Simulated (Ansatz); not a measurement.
Ti2Zn:
```cif
data_Ti4Zn2
_chemical_formula_sum 'Ti4 Zn2'
_space_group_name_H-M_alt 'I4/mmm'
_space_group_IT_number 139
_space_group_name_Hall '-I 4 2'
_cell_length_a 3.02328
_cell_length_b 3.02328
_cell_length_c 10.55273
_cell_angle_alpha 90.000
_cell_angle_beta 90.000
_cell_angle_gamma 90.000
loop_
_atom_site_label
_atom_site_type_symbol
_atom_site_symmetry_multiplicity
_atom_site_Wyckoff_symbol
_atom_site_fract_x
_atom_site_fract_y
_atom_site_fract_z
_atom_site_occupancy
Ti1 Ti 4 e 0.00000 0.00000 0.33637 1
Zn1 Zn 2 a 0.00000 0.00000 0.00000 1
```
(The calculation used a cell of 3 atoms; values per cell refer to that cell.)

Relaxed with r²SCAN.

Problem. Which orbitals make up the states near the Fermi level in r²SCAN (plane waves, PAW; program Ansatz)?

Solution. Within 0.5 eV of the Fermi level: Ti 3d 79 %, outside the projected shells 15 %. Projections are on Löwdin-orthogonalised atomic valence shells; empty p or d shells of many metals are not among them.

Problem. Tabulate the density of states.

Solution. States/eV per cell of 3 atoms, in 0.25 eV bins, energy from the Fermi level.

| E (eV) | total | Ti 3d | Zn 3d | Ti 4s |
|---|---|---|---|---|
| -7.85 | 0.51 | 0.01 | 0.18 | 0.14 |
| -7.60 | 6.81 | 0.12 | 6.27 | 0.16 |
| -7.35 | 21.07 | 0.24 | 20.34 | 0.29 |
| -7.10 | 12.03 | 0.13 | 11.48 | 0.17 |
| -6.85 | 1.05 | 0.02 | 0.68 | 0.16 |
| -6.60 | 0.42 | 0.02 | 0.05 | 0.16 |
| -6.35 | 0.41 | 0.03 | 0.03 | 0.15 |
| -6.10 | 0.41 | 0.04 | 0.03 | 0.15 |
| -5.85 | 0.41 | 0.05 | 0.03 | 0.14 |
| -5.60 | 0.42 | 0.06 | 0.02 | 0.14 |
| -5.35 | 0.47 | 0.07 | 0.02 | 0.17 |
| -5.10 | 0.53 | 0.08 | 0.03 | 0.19 |
| -4.85 | 0.58 | 0.10 | 0.03 | 0.21 |
| -4.60 | 0.66 | 0.13 | 0.03 | 0.22 |
| -4.35 | 0.84 | 0.19 | 0.05 | 0.23 |
| -4.10 | 0.70 | 0.18 | 0.03 | 0.22 |
| -3.85 | 0.63 | 0.19 | 0.02 | 0.22 |
| -3.60 | 0.75 | 0.25 | 0.02 | 0.30 |
| -3.35 | 0.92 | 0.34 | 0.02 | 0.38 |
| -3.10 | 1.02 | 0.41 | 0.02 | 0.41 |
| -2.85 | 1.13 | 0.46 | 0.02 | 0.48 |
| -2.60 | 1.09 | 0.50 | 0.02 | 0.42 |
| -2.35 | 1.70 | 1.08 | 0.02 | 0.43 |
| -2.10 | 1.24 | 0.79 | 0.01 | 0.29 |
| -1.85 | 2.18 | 1.44 | 0.03 | 0.41 |
| -1.60 | 3.30 | 2.42 | 0.04 | 0.40 |
| -1.35 | 3.97 | 3.38 | 0.05 | 0.19 |
| -1.10 | 3.98 | 3.43 | 0.04 | 0.08 |
| -0.85 | 4.82 | 4.12 | 0.02 | 0.12 |
| -0.60 | 2.08 | 1.27 | 0.01 | 0.10 |
| -0.35 | 1.51 | 1.04 | 0.01 | 0.09 |
| -0.10 | 2.32 | 1.77 | 0.02 | 0.11 |
| 0.15 | 2.70 | 2.21 | 0.02 | 0.11 |
| 0.40 | 2.48 | 2.26 | 0.01 | 0.04 |
| 0.65 | 2.28 | 2.18 | 0.01 | 0.03 |
| 0.90 | 6.66 | 6.41 | 0.03 | 0.05 |
| 1.15 | 7.26 | 6.89 | 0.05 | 0.08 |
| 1.40 | 4.16 | 3.80 | 0.04 | 0.09 |
| 1.65 | 2.45 | 2.20 | 0.02 | 0.09 |
| 1.90 | 1.69 | 1.50 | 0.01 | 0.07 |
| 2.15 | 1.16 | 1.01 | 0.01 | 0.04 |
| 2.40 | 2.71 | 2.48 | 0.01 | 0.08 |
| 2.65 | 4.60 | 4.25 | 0.01 | 0.16 |
| 2.90 | 5.64 | 5.31 | 0.01 | 0.15 |

The workflow started from a Materials Project entry (that database holds measured and hypothetical structures alike); the Crystallography Open Database copy checked does not list it. With Ti and Zn taken as one species the cell has the higher symmetry I4/mmm, so it may be an ordered model of a mixed-site phase. Its standing as an ambient phase is unchecked. Symmetry was held in the r²SCAN relaxation; whether a distortion lowers the energy is not shown. No spin polarisation was allowed.

Potentials: the later of the program's two PAW sets.
